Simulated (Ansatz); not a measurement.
Steps from a short run of molecular dynamics on a 2×2×2 supercell (32 atoms) of C (lonsdaleite), relaxed with r2SCAN; forces from PBEsol in the plane-wave code Ansatz, 6×6×2 mesh, Fermi-Dirac smearing of 0.112 eV, a Langevin thermostat at fixed volume, set at 1300 K. Classical nuclei, no spin polarisation; a few dozen steps show the first response, not equilibrium.

Cell vectors in Å:
```
 5.0064  0.0000  0.0000
-2.5032  4.3357  0.0000
 0.0000  0.0000  8.3377
```

Q: At 42 fs the positions in Å are
```
C   -0.002   1.484  -0.049
C    1.299   0.705   2.042
C    0.063   1.524   1.526
C    1.295   0.778   3.545
C    0.051   1.520   4.176
C    1.303   0.619   6.263
C   -0.026   1.405   5.800
C    1.291   0.744   7.810
C   -1.167   3.617  -0.055
C    0.056   2.997   2.069
C   -1.202   3.556   1.537
C    0.032   3.009   3.580
C   -1.223   3.709   4.041
C    0.021   2.923   6.255
C   -1.279   3.576   5.650
C    0.042   2.938   7.742
C    2.548   1.500   0.000
C    3.830   0.834   2.118
C    2.517   1.389   1.696
C    3.818   0.865   3.680
C    2.507   1.429   4.127
C    3.750   0.704   6.279
C    2.533   1.411   5.732
C    3.765   0.738   7.874
C    1.316   3.658   0.049
C    2.472   2.771   2.109
C    1.309   3.635   1.570
C    2.515   2.950   3.584
C    1.319   3.639   4.094
C    2.495   2.826   6.266
C    1.249   3.599   5.683
C    2.524   2.940   7.809
```
What are the forces, and how far does the free energy (smearing included) lie above that of step 0, with the atoms on their sites?

A: 105.9 meV an atom; forces in eV/Å:
```
C    1.777   0.077   1.131
C   -2.324  -0.477   0.172
C   -0.325  -0.509   0.136
C   -1.586  -0.312   2.762
C   -0.513   0.355   0.011
C   -1.969   3.118  -0.843
C    2.955   1.527  -2.082
C    0.151  -0.533   0.015
C   -1.927   0.813   1.766
C    0.069  -2.772  -0.694
C   -1.383   1.555  -0.774
C    0.691  -1.694   1.389
C   -0.653  -2.075   2.798
C   -0.626  -2.019  -2.435
C    1.356   0.441   1.572
C    0.343  -0.591   2.371
C   -1.236  -1.233   1.223
C    0.514  -2.639  -0.112
C    1.377   1.349  -5.807
C    0.114  -3.406  -1.669
C    1.556   2.862   1.837
C    0.649  -0.471  -0.626
C   -1.660  -0.591  -0.409
C    0.272   0.631  -1.811
C   -1.059  -0.553  -1.555
C    1.816   4.912  -1.187
C    0.225   0.819   0.139
C    0.907  -1.712   1.327
C   -1.658   2.368   2.206
C   -0.080   1.976  -1.913
C    0.923  -0.222   0.824
C    1.304  -0.992   0.238
```

Q: At 60 fs the positions in Å are
```
C    0.037   1.503  -0.002
C    1.286   0.796   2.134
C    0.044   1.559   1.520
C    1.315   0.705   3.769
C    0.018   1.445   4.132
C    1.267   0.786   6.226
C    0.138   1.495   5.636
C    1.197   0.781   7.812
C   -1.270   3.682   0.029
C    0.061   2.980   2.082
C   -1.212   3.725   1.561
C    0.086   2.881   3.644
C   -1.194   3.535   4.284
C    0.028   2.882   6.230
C   -1.168   3.613   5.792
C    0.010   3.021   7.838
C    2.451   1.479  -0.036
C    3.786   0.776   2.102
C    2.597   1.613   1.445
C    3.793   0.684   3.598
C    2.553   1.474   4.187
C    3.800   0.805   6.168
C    2.491   1.427   5.677
C    3.723   0.882   7.679
C    1.333   3.726  -0.122
C    2.560   3.081   2.028
C    1.323   3.763   1.454
C    2.555   2.922   3.657
C    1.328   3.687   4.240
C    2.562   2.860   6.223
C    1.293   3.567   5.750
C    2.545   2.919   7.817
```
What are the forces, and how far does the free energy (smearing included) lie above that of step 0, with the atoms on their sites?

A: 135.0 meV an atom; forces in eV/Å:
```
C   -2.520   2.615  -0.776
C    1.118   1.230  -1.591
C    0.153  -1.706   2.776
C   -0.639   0.185  -4.300
C    2.495   0.016   0.079
C    0.988  -2.674   1.191
C   -5.556  -0.697   1.896
C    1.523  -0.102  -0.847
C    1.617   0.009  -1.281
C   -0.090   0.115  -1.130
C    1.051   0.589   0.715
C   -0.698   1.141   0.213
C    0.672   2.854  -3.666
C    1.630   1.435   1.894
C   -2.347  -0.267  -1.783
C    1.544  -2.510  -1.364
C    2.086   1.368  -0.454
C    0.318   2.244  -3.542
C   -2.059  -2.585   4.963
C   -0.287   3.103   2.263
C   -1.078  -0.932  -1.932
C    0.032  -2.025   1.144
C    3.433   1.850   1.270
C    2.235  -2.685   2.659
C   -2.502   0.454   2.080
C   -0.395  -3.419   0.970
C   -0.927  -1.261   2.020
C   -0.037   0.247   0.048
C   -0.822  -3.894  -2.856
C   -0.414   1.227   1.779
C    0.832   3.601  -0.482
C   -1.356   0.473  -1.955
```

Q: At 72 fs the positions in Å are
```
C   -0.017   1.566   0.011
C    1.374   0.891   2.056
C    0.012   1.463   1.603
C    1.277   0.685   3.532
C    0.026   1.353   4.086
C    1.312   0.799   6.200
C   -0.055   1.508   5.727
C    1.297   0.842   7.756
C   -1.216   3.797   0.013
C    0.048   2.974   2.063
C   -1.133   3.801   1.569
C    0.031   2.841   3.634
C   -1.178   3.607   4.117
C    0.090   3.025   6.304
C   -1.184   3.688   5.688
C    0.010   2.969   7.828
C    2.578   1.592  -0.091
C    3.706   0.888   2.016
C    2.530   1.615   1.530
C    3.662   0.736   3.606
C    2.479   1.424   4.133
C    3.775   0.803   6.271
C    2.576   1.557   5.716
C    3.794   0.770   7.822
C    1.215   3.694   0.031
C    2.566   2.996   2.081
C    1.228   3.660   1.546
C    2.527   2.878   3.672
C    1.265   3.526   4.147
C    2.574   2.998   6.275
C    1.334   3.736   5.729
C    2.514   3.019   7.789
```
What are the forces, and how far does the free energy (smearing included) lie above that of step 0, with the atoms on their sites?

A: 111.3 meV an atom; forces in eV/Å:
```
C    1.866  -2.194  -0.364
C   -3.582  -2.714  -0.178
C    0.449   3.543  -2.788
C    0.171   1.393   3.576
C   -2.527   2.523   1.612
C   -1.574   0.774   0.526
C    4.789   0.466  -0.799
C   -0.196   0.718   0.948
C   -0.159  -1.982  -0.808
C   -0.889  -1.350   1.045
C   -2.234  -2.471  -1.147
C    0.297  -0.029  -0.568
C   -1.317  -0.807   1.045
C   -1.828  -2.087  -2.605
C    0.660   0.863   1.158
C   -0.715   1.566   0.063
C   -1.876  -1.053   2.213
C    1.832  -4.345   2.494
C    1.159   0.321  -1.870
C    3.686  -1.438  -0.640
C    1.081   1.637   1.361
C    0.496   0.146  -0.943
C   -2.429  -1.478   0.019
C   -0.838   2.014  -0.314
C    1.922  -0.608  -1.160
C   -0.757   1.852   0.050
C    2.447   2.190   0.353
C    0.470   0.590  -2.061
C   -0.135   3.732   0.748
C   -0.244   0.405  -2.062
C   -1.235  -2.504  -0.066
C    1.211   0.327   1.163
```
